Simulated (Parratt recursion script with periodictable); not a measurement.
**How the EUV peak of a Si/Y multilayer on Si grows with the number of periods**

| layer, from the top | thickness (Å) | density (g/cm³) | rms roughness of its top face (Å) | δ at 13.5 nm | β at 13.5 nm |
|---|---|---|---|---|---|
| Si (in each period) | 51.4 | 2.313 | 4 | 9.927 × 10⁻⁴ | 0.001813 |
| Y (in each period) | 22.1 | 4.371 | 4 | 0.02576 | 0.002238 |
| Si (substrate) | – | 2.313 | 4 | 9.927 × 10⁻⁴ | 0.001813 |

The refractive index is n = 1 − δ + iβ; the runs take δ and β at each wavelength of the scan. Vacuum lies above.

Densities are inputs, not measurements. They were set from computed cells of the Materials Project: Si from entry mp-149 (Fd-3m, 2.313 g/cm³); Y from entry mp-112 (P6₃/mmc, 4.371 g/cm³). A layer's crystal structure does not enter its constants, only its composition and density.

Calculation: EUV and soft X-ray reflectivity, Parratt recursion, Névot-Croce roughness, Henke tables; Parratt recursion script with periodictable 1.7.1.

Light falls at α = 20° from the surface normal. It is s-polarised. The wavelength is scanned from 12.42 to 14.58 nm in 161 evenly spaced points, without smoothing. The peak is the highest scan point; its wavelength and height come from a parabola through R at that point and its two neighbours.

The runs differ in the number of periods N alone.

```
N    peak λ (nm)  peak R (%)
---  -----------  ----------
15        13.653         7.9
20        13.660        12.6
60        13.670           ?
120       13.672        51.4
```

Problem. Estimate the peak reflectivity for N = 60, trying the form R = R∞ tanh²(aN + b).

Solution. Take R∞ from the largest stack, 51.4 % at N = 120. For the shown rows under 97 % of it, y = artanh[(R/R∞)^½] is 0.414 at N = 15, 0.543 at N = 20. The line through them has a = 0.0258 and b = 0.027. This form gives tanh²y = 0.992 at N = 120, in keeping with the choice of R∞. At N = 60, y = 1.575 and R = 51.4 × tanh²y = 43.3 %.

The run gave 42.4 %, so the form misses by 0.9 points.
